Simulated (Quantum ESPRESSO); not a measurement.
# Band energies of ScHg

```
ScHg
1.0
    3.50559     0.00000     0.00000
    0.00000     3.50559     0.00000
    0.00000     0.00000     3.50559
Sc Hg
1 1
Direct
  0.50000   0.50000   0.50000
  0.00000   0.00000   0.00000
```

PBEsol (pw.x of Quantum ESPRESSO, ONCV potentials, no spin-orbit coupling); path ΓXMΓRX,MR; energies in eV from the Fermi level.

```
k (1/Å)  point  band 12  band 13  band 14  band 15  band 16  band 17  band 18  band 19
-------  -----  -------  -------  -------  -------  -------  -------  -------  -------
0.00         Γ    -7.09    -7.09    -7.09     0.32     0.32     2.41     2.41     2.41
0.56              -7.24    -7.04    -6.78    -1.50     0.09     1.12     1.12     2.26
0.90         X    -7.31    -7.01    -5.05    -3.82    -0.02     0.78     0.78     2.20
1.12              -7.32    -7.08    -5.00    -3.50     0.14     0.68     0.95     2.17
1.68              -7.40    -6.65    -4.16    -1.18    -0.83     0.62     1.96     2.01
1.79         M    -7.42    -6.61    -4.05    -0.99    -0.99     0.55     2.01     2.01
2.21              -7.27    -7.01    -5.46    -1.08    -0.51     0.75     1.55     2.08
2.74              -7.15    -7.14    -7.10     0.20     0.20     1.52     1.80     2.34
3.06         Γ    -7.09    -7.09    -7.09     0.32     0.32     2.41     2.41     2.41
3.25              -7.11    -7.11    -7.09     0.28     0.28     1.97     2.27     2.27
3.84              -7.29    -7.29    -6.03    -0.17    -0.17     0.82     1.39     1.39
4.32              -6.74    -6.74    -3.33    -1.41    -1.41     0.97     2.45     2.45
4.61         R    -6.59    -6.59    -1.73    -1.73    -1.73    -0.95     2.94     2.94
4.81              -6.69    -6.63    -2.70    -1.67    -1.54     0.24     2.61     2.79
5.29              -7.33    -7.09    -4.62    -2.24    -0.13     0.97     1.92     2.12
5.78              -7.31    -7.03    -5.04    -3.76     0.01     0.76     0.82     2.19
5.88         X    -7.31    -7.01    -5.05    -3.82    -0.02     0.78     0.78     2.20
5.88         M    -7.42    -6.61    -4.05    -0.99    -0.99     0.55     2.01     2.01
6.18              -7.46    -6.61    -3.84    -1.21    -1.21     0.97     2.58     2.58
6.78         R    -6.59    -6.59    -1.73    -1.73    -1.73    -0.95     2.94     2.94
```

A metal at this level: along this path bands 15, 16, 17 cross the Fermi level.

Spin-orbit coupling is left out; for elements this heavy it splits bands near the Fermi level.

Geometry of the Materials Project entry, not relaxed at this level.
